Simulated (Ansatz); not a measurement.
CdS:
```xyz
2
Lattice="0.0000 2.9633 2.9633 2.9633 0.0000 2.9633 2.9633 2.9633 0.0000" Properties=species:S:1:pos:R:3 pbc="T T T"
S      4.4450     4.4450     4.4450
Cd     0.0000     0.0000     0.0000
```

Relaxed with PBE. Special points in fractions of this cell's reciprocal vectors: Γ (0.000, 0.000, 0.000); X (0.500, 0.000, 0.500); U (0.625, 0.250, 0.625); K (0.375, 0.375, 0.750); L (0.500, 0.500, 0.500); W (0.500, 0.250, 0.750).

### Question
List the band energies nearest the valence-band maximum at these points for PBE with spin–orbit coupling in the plane-wave PAW code Ansatz.

### Answer
In eV from the valence-band maximum; about four levels below and three above (degenerate sets whole), none deeper than 8.9 eV; points with the same levels are listed once.

| k | below | above |
|---|---|---|
| Γ | 0.00 0.00 0.00 0.00 | 1.02 1.02 6.23 6.23 |
| X | -1.74 -1.74 -1.73 -1.73 | 3.61 3.61 4.27 4.27 |
| U | -2.36 -2.32 -1.42 -1.41 | 4.21 4.22 5.31 |
| L | -0.72 -0.72 -0.68 -0.68 | 2.92 2.92 6.87 6.87 |
| W | -2.12 -2.05 -2.04 -2.02 | 5.18 5.22 5.40 |

Space group F-43m (zinc blende). The PBE relaxation kept the symmetry of its start; phonons on a q-mesh show no instability.

Potentials: the later of the program's two PAW sets.
